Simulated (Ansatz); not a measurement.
# C: electron density at the nuclei under pressure

```xyz
2
Lattice="0.0000 2.1270 3.3480 1.2280 0.0000 3.3480 1.2280 2.1270 0.0000" Properties=species:S:1:pos:R:3 pbc="T T T"
C     1.2280    0.7090    3.3480
C     1.2280    3.5450    3.3480
```

Atom numbers follow the list: C1, C2.

Conventional cell: a = 2.456 Å, b = 4.254 Å, c = 6.696 Å, α = 90.00°, β = 90.00°, γ = 90.00°. C (atom 1) has 3 C at 1.42 Å as nearest neighbours.

The cell is COD entry 9000046, as deposited and not checked against the literature; nothing was relaxed.

Method: Ansatz 0.2.0, DFT, PBEsol, all-electron PAW with datasets made for the crystal, scalar-relativistic.

The runs use a Γ-centred 18×18×18 k mesh, Fermi–Dirac smearing of 0.05 eV, cutoff 600 eV (chosen by the program for this cell), no spin polarisation.

The contact density is the mean electron density over the nuclear volume; its changes follow the s electrons' response to bonding and compression. Changes below are taken from the unscaled cell, where it is 860.074 e/Å³ at C1.

Volumes at which the program chose other datasets or cutoffs are left out.

The datasets are made afresh for each cell, so very small changes are uncertain.

Does compression raise or lower the contact density at C1?

It raises it, by 0.09 e/Å³ over the whole range.

Tabulate the changes with volume.


```csv
V/V(cell),P (GPa),Δρ(0) C1 (e/Å³)
0.9800,7.4,0.05
0.9900,4.3,0.02
1.0000,1.4,0.00
1.0100,-1.4,-0.02
1.0200,-4.1,-0.04
```
